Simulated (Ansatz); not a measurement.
## Kick test of a cell of Cd4S3

The cell was found from a proposed guess, not taken from experiment.

Computed with Ansatz 0.2.0, DFT PBE, scalar-relativistic, plane waves, PAW. Cutoff 420 eV; k points 12×12×4 on the computed 7-atom cell (Γ-centred); Gaussian smearing, width 0.01 eV; no spin polarisation.

The cell below (7 atoms, space group P3m1 (No. 156)) is relaxed within its symmetry.

```xyz
7
Lattice="4.0994 0.0000 0.0000 -2.0497 3.5502 0.0000 0.0000 0.0000 12.7187" Properties=species:S:1:pos:R:3 pbc="T T T"
Cd    0.0000    0.0000    7.0702
Cd    0.0000    2.3668   10.7562
Cd    0.0000    2.3668    3.5842
Cd    0.0000    0.0000    0.0718
S     0.0000    2.3668    6.1198
S     0.0000    0.0000    9.6135
S     0.0000    0.0000    2.6397
```

For the test it was strained at random (σ = 1.5 % a component), the atoms were moved at random (σ = 0.05 Å), and all was relaxed again on a coarse 6×6×2 mesh (in the run’s order of axes) with 0.20 eV smearing, with no symmetry imposed.

Problem. Does it come back?

Solution. It doesn't return. The energy falls by 52 meV/atom on that mesh, the volume changes by 7.0 %, and the end has space group P1 (No. 1) at a loose tolerance. Relaxed again on an 8×8×2 mesh with 0.02 eV smearing, the new structure lies 51 meV/atom below the first (mesh in the axes of the run's cell; the cell below is made exact in the group named). Space group Cm (No. 8), monoclinic, a = 7.227 Å, b = 4.173 Å, c = 13.387 Å, β = 100.4°. Cd on its first site is surrounded by 4 S at 2.55–2.57 Å; Cd on its second site has 3 S at 2.58 Å and 1 Cd at 2.77 Å; Cd on its third site is surrounded by 4 S at 2.54–2.57 Å; around S on its first site lie 4 Cd at 2.54–2.57 Å; 3 more sites not described.

```
Cd S
1.0
     3.61364   -2.08644    0.00000
     3.61364    2.08644    0.00000
    -2.42781    0.00000   13.16460
Cd S
4 3
Direct
  0.51790 0.51790 0.44863
  0.76236 0.76236 0.18471
  0.93889 0.93889 0.70929
  0.69323 0.69323 0.97450
  0.87394 0.87394 0.51620
  0.45276 0.45276 0.25527
  0.62854 0.62854 0.77780
```
